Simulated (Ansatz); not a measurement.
Relaxed HfO$_{2}$ (fluorite):

```
HfO2
1.0
    0.00000     5.05889     5.05889
    2.52945     2.52945     5.05889
    2.52945     2.52945     0.00000
Hf O
2 4
Cartesian
  0.00000   0.00000   0.00000
  2.52945   5.05889   7.58834
  1.26472   6.32361   6.32361
  1.26472   3.79417   3.79417
  3.79417   8.85306   8.85306
  3.79417   6.32361   6.32361
```

The atoms are displaced by Q × the pattern below (from a DFPT mode at X = (0.5, 0.5, 0.0), largest move 1; Q in Å), at fixed cell. (q is in reciprocal vectors of the primitive cell; the cell shown is doubled to hold the pattern.)

```json
[
 {"atom": "O3", "x": "0.000", "y": "0.000", "z": "-1.000"},
 {"atom": "O4", "x": "0.000", "y": "0.000", "z": "1.000"},
 {"atom": "O5", "x": "0.000", "y": "0.000", "z": "-1.000"},
 {"atom": "O6", "x": "0.000", "y": "0.000", "z": "1.000"}
]
```

Atoms not listed stay in place.

The numbers are results of r2SCAN (plane waves to 500 eV, PAW, scalar-relativistic; Ansatz, a quantum-chemistry and plane-wave program), not measurements. k mesh 11×11×11 (Γ-centred), Fermi-Dirac smearing 0.05 eV. Energies are smeared free energies. HfO2 is run without spin polarisation. HfO2 was relaxed with its symmetry unable to fall. Spin-orbit coupling is left out, though Hf is heavy. The PAW data are Ansatz's earlier set. This is a high-temperature form of HfO2. The zero of ΔE is the undisplaced structure.

```
Q (Å)    ΔE (meV/cell)
-------  -------------
-0.4400            479
-0.3667             96
-0.2933            -98
-0.2200           -144
-0.1467       withheld
-0.0733            -31
0.0000               0
0.0733             -31
0.1467        withheld
0.2200            -144
0.2933             -98
0.3667              96
0.4400             479
```

**Question.** Fit an even polynomial form (powers 2, 4, 6) to the given rows and predict ΔE at Q = -0.1467.

**Answer.** Least squares on the 11 given rows: ΔE = (-5591)·Q² + (59100)·Q⁴ + (-90140)·Q⁶, in meV/cell with Q in Å; root-mean-square residual 2.0 meV/cell. At -0.1467 the fit gives -94 meV/cell; the calculation gives -99 meV/cell, so the interpolation is off by 5 (+5.1 %). The quadratic term alone would give -120 meV/cell: it is negative, as the undisplaced cell is unstable along this move.

(For displaced atoms, the force is minus the slope of the energy, and its curvature is a force constant, which sets phonon frequencies.)
